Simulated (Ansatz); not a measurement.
ZnCu$_{2}$SiTe$_{4}$ in space group I-42m (No. 121; Zn on 2a, Si on 2b, Cu on 4d, Te on 8i) at seven volumes, plane-wave PAW r²SCAN (Ansatz code), shape and atoms relaxed at each. One row is withheld.

| V (Å³/atom) | P (GPa) |
|---|---|
| 24.189 | ? |
| 24.986 | 4.07 |
| 25.784 | 1.86 |
| 26.581 | 0.00 |
| 27.379 | -1.56 |
| 28.176 | -2.87 |
| 28.974 | -3.96 |

Fit the shown pressures and predict the withheld one.

P = (3/2)B₀(x^(7/2) − x^(5/2))[1 + (3/4)(B′ − 4)(x − 1)] with x = (V₀/V)^(2/3). Least squares on the six rows gives V₀ = 26.581 Å³/atom, B₀ = 56.6 GPa, B′ = 4.85. At V = 24.189, x = 1.0649 and P = 6.71 GPa. The run itself gave 6.71 GPa.

The workflow started from a Materials Project entry (that database holds measured and hypothetical structures alike); the Crystallography Open Database copy checked does not list it. Whether it is the stable phase at ambient conditions was not checked. Symmetry was held in the r²SCAN relaxation; its stability against distortions is not shown here. The run is not spin-polarised. Spin–orbit coupling is left out wherever it is not named.

Potentials: the later of the program's two PAW sets.
